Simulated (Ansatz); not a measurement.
Put CaGaC₄N₄ in P4/mmm (No. 123): Ca on 1a; Ga on 1c; C on 4j; N on 4j. A trial structure of CaGaC₄N₄ was built thus: stacked square cyanide-bridged sheets.

Level of theory: Ansatz 0.2.0, DFT PBE, scalar-relativistic, plane waves, PAW. Cutoff 420 eV, Γ-centred mesh, Gaussian smearing, no spin polarisation.

Energies over the elements count from the elements' standard structures at the same level (N₂ as a molecule), with no fitted energy shifts.

Question: Give the relaxed lattice parameters and positions.

Answer:

Space group P4/mmm (No. 123). a = 7.938 Å, b = 7.938 Å, c = 3.835 Å, α = 90.00°, β = 90.00°, γ = 90.00°
```csv
atom,site,symmetry,x,y,z
Ca,1a,4/mmm,0.0000,0.0000,0.0000
Ga,1c,4/mmm,0.5000,0.5000,0.0000
C,4j,m.2m,0.2219,0.7781,0.0000
N,4j,m.2m,0.3263,0.6737,0.0000
```

Ca is surrounded by 4 C at 2.49 Å; around Ga lie 4 N at 1.95 Å; around C lie 1 N at 1.17 Å and 1 Ca at 2.49 Å; N has 1 C at 1.17 Å and 1 Ga at 1.95 Å. Another local minimum with the same sites may exist.

Question: And its energy and gap?

Answer: The formation energy is +0.36 eV/atom and the gap on the 6×6×10 mesh of the 10-atom cell is 0 eV (a metal). It can't be a ground state, since the elements alone are lower.

The last run used Gaussian smearing of 0.10 eV. An odd number of electrons in the primitive cell allows no gap without spin; a larger cell or a magnetic state could open one. The reference form of C is held partly by dispersion forces, which this level lacks. A structure relaxed within its symmetry needn't be a true minimum.
